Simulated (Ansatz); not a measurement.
Input for Ansatz (plane-wave DFT, PAW):

```yaml
crystal:
  lattice:
    - [3.6044859019, 0.0, 0.0]
    - [0.0, 3.6044859019, 0.0]
    - [0.0, 0.0, 3.6044859019]
  atoms:
    - { symbol: "Y", position: [0.5, 0.5, 0.5] }
    - { symbol: Au, position: [0.0, 0.0, 0.0] }
basis:
  ecutwfc: 420
kpoints:
  mp_grid: { grid: [12, 12, 12] }
hamiltonian:
  xc: pbesol
scf:
  occupations: { method: gaussian, width: 0.1 }
output:
  forces: true
  stress: true
  eigenvalues: true
relax:
  adjacent_minimum: "off"
  f_tol: 0.005
  max_steps: 50
  cell: { stress_tol: 0.05 }
```

Command:
```bash
ansatz run input.yaml --threads 1 --pin off --max-ram 2560MiB --backend cpu --events-out ev --progress --plain --runs-dir out
```

Method: DFT PBEsol, scalar-relativistic, plane waves, PAW in Ansatz 0.2.0.

Part of what the program printed, abridged (final results; tables in files aren't shown):

```
SCF 5 converged in 6 iterations: F = -16803.917354 eV  dr2 = 4.36e-13
SCF converged after 6 iterations
Free energy (F): -16803.917354 eV
Harris-Foulkes:  -16803.917354 eV  (|F-HF|=3.64e-12)
Internal energy: -16803.914363 eV  (E = F + TS)
E sigma→0 (E₀):  -16803.915859 eV
Entropy (-TS):   -0.002990 eV (-1.495 meV/atom)
Fermi energy:    15.201316 eV
--- Per-component energies (eV) ---
  E_band       = -385.038557
  E_kinetic    = 910.570038
  E_local      = -2767.563098  (includes V_loc(G=0)·N_el)
  E_nonlocal   = 125.551578
  E_hartree    = 1119.279696
  E_xc         = -400.186291
  E_vxc        = -475.250730  (∫ρ·V_xc dr)
  E_paw        = -12337.765734  (= ΣΔE_a)
  E_vpaw       = -416.907110  (= ΣTr[D̂ρ^β])
  E_aug_tail   = 0.001351  (compensation charges beyond the density's cutoff)
  E_ewald      = -3454.260155
  E_core_change = 0.458252  (= ΣΔE_core)
  E_smearing   = -0.002990  (= −TS)
--- Forces (eV/Å), atoms counted from 1 ---
  atom   1  Y      0.00000000     0.00000000     0.00000000
  atom   2  Au     0.00000000     0.00000000     0.00000000
--- Stress (GPa, compression-positive) ---
        0.032055       0.000000       0.000000
        0.000000       0.032055       0.000000
        0.000000       0.000000       0.032055
  P = ⅓ Tr σ = 0.0321 GPa (0.321 kbar)
--- Band table (eV; the first three rows and the last of 84) ---
  k-point 0: bands = ["-91.0301", "-42.3850", "-42.3850", "-42.3850", "-27.6913", "-7.5690", "-7.5690", "-7.5690", "7.5343", "9.4449", "9.4449", "10.7133", "10.7133", "10.7133", "16.0855", "16.0855", "19.7184", "19.7184", "19.7184"]
  k-point 1: bands = ["-91.0301", "-42.3855", "-42.3850", "-42.3850", "-27.6894", "-7.5958", "-7.5675", "-7.5675", "7.6507", "9.4722", "9.5063", "10.7013", "10.7013", "10.7241", "16.0245", "16.0881", "19.1072", "19.1072", "19.6805"]
  k-point 2: bands = ["-91.0301", "-42.3870", "-42.3848", "-42.3848", "-27.6843", "-7.6681", "-7.5631", "-7.5631", "7.9877", "9.5492", "9.6814", "10.6690", "10.6690", "10.7538", "15.8561", "15.9709", "18.2622", "18.2622", "19.5777"]
  k-point 83: bands = ["-91.0298", "-42.3916", "-42.3916", "-42.3916", "-27.6141", "-7.8502", "-7.8502", "-7.8502", "10.1335", "10.1335", "10.1335", "11.4606", "11.4606", "13.3609", "13.3609", "13.3609", "15.1683", "20.7111", "20.7111"]
--- Relaxed structure (4 steps of the walk, 3 accepted, 1 SCFs on fresh bases) ---
  F+E_penalty+E_count = -16803.91735377 eV   max|allowed force component| = 1.578e-30 eV/Å   (the final SCF, on the basis selected at the relaxed cell)
  cell:  # Å, volume = 44.7076 Å³
    - [3.54917153, 0.0, 0.0]
    - [0.0, 3.54917153, 0.0]
    - [0.0, 0.0, 3.54917153]
  atoms:
    - { symbol: Y, position: [0.5, 0.5, 0.5] }
    - { symbol: Au, position: [0.0, 0.0, 0.0] }
```

The relaxation met its thresholds.

The run took 53 s on 1 thread of Intel(R) Xeon(R) Processor @ 2.50GHz (Skylake/Cascade Lake), on a shared host, peak memory 0.39 GiB.

Spin–orbit coupling is left out, which can shift energies with elements as heavy as these.